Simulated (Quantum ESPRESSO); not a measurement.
Al2InGaP4 (made-up cell) (calculated)

Computed with Quantum ESPRESSO 7.5. Calculation on a made-up crystal cell, not a measurement: periodic Kohn-Sham density functional theory in plane waves with PseudoDojo standard norm-conserving scalar-relativistic pseudopotentials, each functional with its own files (v0.5 for PBE, v0.4.1 for LDA and PBEsol), no spin polarisation, no spin-orbit coupling, atoms not relaxed, stress positive in tension, energies less a fixed whole-eV offset for each atom's element; levels are Kohn-Sham levels at fractions of this cell's reciprocal vectors, counted from the reference band (half the neutral cell's valence electrons, rounded up) at Gamma; error bars cover cutoff and k-mesh only, not smearing or the files; added strain carries the atoms with the cell, and shear is the tensor component; each bar is the largest change over components, and at least 0.002 eV, 0.002 eV per angstrom or 0.02 GPa; energies are for the whole cell, and the offsets were chosen from early runs and are not element reference energies.

Al2InGaP4 (made-up cell)

Unstrained structure:
```cif
# cell vector a (Å): 5.6798 0.0000 0.0000
# cell vector b (Å): 0.0000 5.6798 0.0000
# cell vector c (Å): 0.0000 0.0000 5.6798
data_Al2InGaP4
_symmetry_space_group_name_H-M 'P 1'
_symmetry_Int_Tables_number 1
_cell_length_a 5.6798
_cell_length_b 5.6798
_cell_length_c 5.6798
_cell_angle_alpha 90.000
_cell_angle_beta 90.000
_cell_angle_gamma 90.000
_cell_volume 183.23
loop_
_atom_site_label
_atom_site_type_symbol
_atom_site_fract_x
_atom_site_fract_y
_atom_site_fract_z
_atom_site_occupancy
Al1 Al 0.99780 0.99636 0.98301 1
Ga1 Ga 0.98512 0.49104 0.49752 1
In1 In 0.48218 0.02676 0.50533 1
Al2 Al 0.49310 0.51403 0.97551 1
P1 P 0.24480 0.25777 0.26971 1
P2 P 0.23179 0.74233 0.76705 1
P3 P 0.76408 0.25175 0.74364 1
P4 P 0.75163 0.76374 0.26603 1
```

Here we set lattice type zincblende/diamond, functional pbe, cutoff 1088 eV, fermi dirac smearing 0.025 eV, scf tolerance 1e-07 eV, electrons removed 0, added strain kind biaxial xx and yy, added strain 0.0207, k mesh 4 x 4 x 4, shifted by half a step and structure shown before the added strain of 0.0207.

Atoms:
```
atoms element  atom site  atom energy offset (eV)
           Al          1                      -64
           Ga          2                    -2080
           In          3                    -1808
           Al          4                      -64
            P          5                     -189
            P          6                     -189
            P          7                     -189
            P          8                     -189
```

To be estimated
1. Estimate the stress yy of Al2InGaP4 (made-up cell).
2. Al2InGaP4 (made-up cell): stress xy?
3. Give the table of forces values for Al2InGaP4 (made-up cell).

Calculated values
1. 3.626 GPa
2. 1.742 GPa
3. 
Forces:
```
site  x (eV/Å)  y (eV/Å)  z (eV/Å)
   1   -0.1446    0.2414     1.556
   2    0.3574    0.7748    -0.218
   3    0.7207    -1.746    0.7772
   4    0.7514   -0.4517     1.596
   5    -1.276     1.283    -2.749
   6  -0.08256  -0.05249   -0.8067
   7   -0.3391    0.6301     1.235
   8   0.01309   -0.6797    -1.389
```

Further results for Al2InGaP4 (made-up cell):

* free energy less offsets: 0.3628 eV
* smearing term minus ts: 0 eV
* scf iterations: 10
* pressure: -3.2 GPa
* stress xx: 3.068 GPa
* stress zz: 2.906 GPa
* stress yz: 1.102 GPa
* stress xz: -1.301 GPa
* error bar energy: 0.006175 eV
* error bar stress: 0.02 GPa
* error bar force: 0.002 eV/Å
* error bars from: tighter rerun of a related cell
